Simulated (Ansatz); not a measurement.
Defects and dopants in LaYMg4

Calculated with the plane-wave PAW code Ansatz (scalar-relativistic, PAW set soft_2), not measured. The host crystal, relaxed (Kohn–Sham gap 0.00 eV):

```cif
data_structure
_symmetry_space_group_name_H-M 'F-43m'
_symmetry_Int_Tables_number 216
_cell_length_a 8.5707
_cell_length_b 8.5707
_cell_length_c 8.5707
_cell_angle_alpha 90.000
_cell_angle_beta 90.000
_cell_angle_gamma 90.000
_cell_volume 629.58
loop_
_atom_site_label
_atom_site_type_symbol
_atom_site_symmetry_multiplicity
_atom_site_Wyckoff_symbol
_atom_site_fract_x
_atom_site_fract_y
_atom_site_fract_z
_atom_site_occupancy
La1 La 4 d 0.25000 0.25000 0.75000 1
Mg1 Mg 16 e 0.37469 0.12531 0.12531 1
Y1 Y 4 a 0.00000 0.00000 0.00000 1
```

Atoms are relaxed in small periodic supercells at the host's cell. Formation energies are those of the neutral defect, with atoms from and to the elements' standard states and no corrections; they are left out where an element with a U changes, an open 4f shell is known to end too high at times, atoms moved far or the cell holds a carrier in a band. Distances are those to the atoms of the nearest element, out to 1.25 times the shortest (mean and range); atoms of other elements can lie among them. They are left out where the atom moved off its site or the cell is too small to hold the shell. Moments under 0.05 μB aren't shown.

| defect | method | host atoms | formation energy (eV) | moment on the added atom (μB) | nearest element, host → defect (Å) | notes |
| --- | --- | --- | --- | --- | --- | --- |
| Mg on a La site + La on a Mg site | PBEsol | 24 | 0.97 | – | 12 Mg: 3.55 → 3.51 (3.48 to 3.52) | c |
| Sc on a Y site | PBEsol | 24 | 0.41 | – | 12 Mg: 3.55 → 3.54 (3.51 to 3.56) | c |
| Eu on a La site | PBEsol | 24 | 0.05 | 6.90 | 12 Mg: 3.55 → 3.55 | a b d |

Notes: a, 4f shell without a U, which puts 4f levels too near the Fermi level; b, atoms kept the symmetry of the start, so a distorted state could lie lower; c, one start alone; d, open f or d shells may hold a state above the lowest.

Among the PBEsol rows the formation energy rises in the order Eu on a La site (0.05), Sc on a Y site (0.41), Mg on a La site + La on a Mg site (0.97).

Caveats: small cells.
